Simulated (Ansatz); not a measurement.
## Ga, one cell by several methods

```xyz
1
Lattice="-1.3850 1.3850 2.1989 1.3850 -1.3850 2.1989 1.3850 1.3850 -2.1989" Properties=species:S:1:pos:R:3 pbc="T T T"
Ga    0.0000    0.0000    0.0000
```

The cell is COD entry 9012723, as deposited and not checked against the literature; nothing was relaxed. The listed cell was then made from it by scaling, straining or moving an atom.

All numbers are computed: DFT, PBEsol, PAW with Ansatz's default frozen-core files, scalar-relativistic (Ansatz 0.2.0); DFT, PBEsol, all-electron LAPW, scalar-relativistic (Ansatz 0.2.0).

For PAW: a Γ-centred 16×16×16 k mesh, Fermi–Dirac smearing of 0.03 eV, cutoff 420 eV, no spin polarisation; the PAW files were made with PBE, and the program remakes their frozen cores for this functional. LAPW targets a basis error of 1 meV/atom. The Ansatz runs share mesh, smearing and spin set-up. Plane-wave (PAW) pressures include the program's estimate of the Pulay term.

Stress and pressure are positive in compression.

The change that made this cell: volume scaled by 0.96.

PAW results:

| quantity | PAW |
| --- | --- |
| pressure (GPa) | 3.42 |
| stress xx (GPa) | 3.80 |
| stress zz (GPa) | 2.66 |

Q: What does LAPW (all electrons) give for the same quantities?

A: 
| quantity | LAPW |
| --- | --- |
| pressure (GPa) | 3.46 |
| stress xx (GPa) | 3.84 |
| stress zz (GPa) | 2.70 |
